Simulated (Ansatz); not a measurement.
TlBr:
```xyz
2
Lattice="2.3958 1.3832 3.9141 -2.3958 1.3832 3.9141 0.0000 -2.7664 3.9141" Properties=species:S:1:pos:R:3 pbc="T T T"
Tl     0.0000     0.0000     0.0000
Br     0.0000     0.0000     5.8711
```

Tensor components refer to the Cartesian frame of this cell.

Give the high-frequency dielectric tensor and the Born effective charge tensors of the independent atoms from DFPT, the program Ansatz at the PBE+D3(BJ) level (PAW).


ε∞:
```
4.61  0.00  0.00
0.00  4.61  0.00
0.00  0.00  4.62
```
Z* of atom 1 (Tl), rows: field, columns: displacement, in e:
```
1.86  0.00  0.00
0.00  1.86  0.00
0.00  0.00  1.86
```
Z* of atom 2 (Br), rows: field, columns: displacement, in e:
```
-1.86   0.00   0.00
 0.00  -1.86   0.00
 0.00   0.00  -1.86
```

Static charges for comparison (Bader): Tl1 +0.66, Br2 -0.66 e. Born charges measure polarisation by displacement and can exceed these by far.

Space group Fm-3m (rock salt). A made-up cell: these elements were put on the sites of a structure type; the Crystallography Open Database copy checked does not list it. COD files the formula under space group No. 221, so this cell is another polymorph or a model. Whether it is the stable phase at ambient conditions was not checked. The PBE+D3(BJ) relaxation kept the symmetry of its start; phonons on a q-mesh show no instability. Scalar-relativistic: spin–orbit coupling is off unless named, which matters more the heavier the elements.

Potentials: the later of the program's two PAW sets.
